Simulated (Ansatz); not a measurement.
Te2Mo:
```
CELL_PARAMETERS angstrom
      6.28665     0.00000     0.00000
      0.00000     3.43900     0.00000
     -0.83844     0.00000    13.35468
ATOMIC_POSITIONS crystal
  Te 0.55827 0.75000 0.34749
  Te 0.44173 0.25000 0.65251
  Te 0.58611 0.25000 0.10473
  Te 0.41389 0.75000 0.89527
  Te 0.09369 0.75000 0.15293
  Te 0.90631 0.25000 0.84707
  Mo 0.32039 0.75000 0.50677
  Mo 0.67961 0.25000 0.49323
  Te 0.05630 0.25000 0.39492
  Te 0.94370 0.75000 0.60508
  Mo 0.18159 0.25000 0.00787
  Mo 0.81841 0.75000 0.99213
```

Relaxed with LDA. Special points in fractions of this cell's reciprocal vectors: Γ (0.000, 0.000, 0.000); Z (0.000, 0.500, 0.000); D (0.000, 0.500, 0.500); B (0.000, 0.000, 0.500); A (-0.500, 0.000, 0.500); E (-0.500, 0.500, 0.500); C2 (-0.500, 0.500, 0.000); Y2 (-0.500, 0.000, 0.000).

**Question.** List the band energies nearest the Fermi level at these points for LDA in the plane-wave PAW code Ansatz.

**Answer.** In eV from the Fermi level; about four levels below and three above (degenerate sets whole), none deeper than 8.9 eV; points with the same levels are listed once.

```
k                     below                above
--  -----------------------  -------------------
Γ   -0.71 -0.53 -0.49 -0.25       0.06 0.26 0.39
Z   -1.72 -1.72 -1.49 -1.49  0.93 0.93 1.11 1.11
D   -1.70 -1.70 -1.60 -1.60  0.90 0.90 1.10 1.10
B   -0.80 -0.74 -0.13 -0.12       0.04 0.11 0.40
A   -0.65 -0.37 -0.08 -0.07       0.76 0.87 1.28
E   -1.17 -1.17 -1.07 -1.07  0.95 0.95 0.96 0.96
C2  -1.18 -1.18 -1.08 -1.08  0.93 0.93 1.01 1.01
Y2  -0.59 -0.51 -0.16 -0.12       0.82 0.83 1.41
```

Space group P2_1/m. The workflow started from an entry of the Crystallography Open Database (COD), which files this formula under 2 space groups. It is not the phase usual at ambient conditions (space group No. 194). The cell was relaxed with LDA under the symmetry of its start; its stability against distortions is not shown here. No spin polarisation was allowed. A crystal of weakly bound layers computed without a dispersion correction: the cell and the soft elastic constants depend strongly on that. Scalar-relativistic: spin–orbit coupling is off unless named, which matters more the heavier the elements.

Potentials: the earlier of the program's two PAW sets.
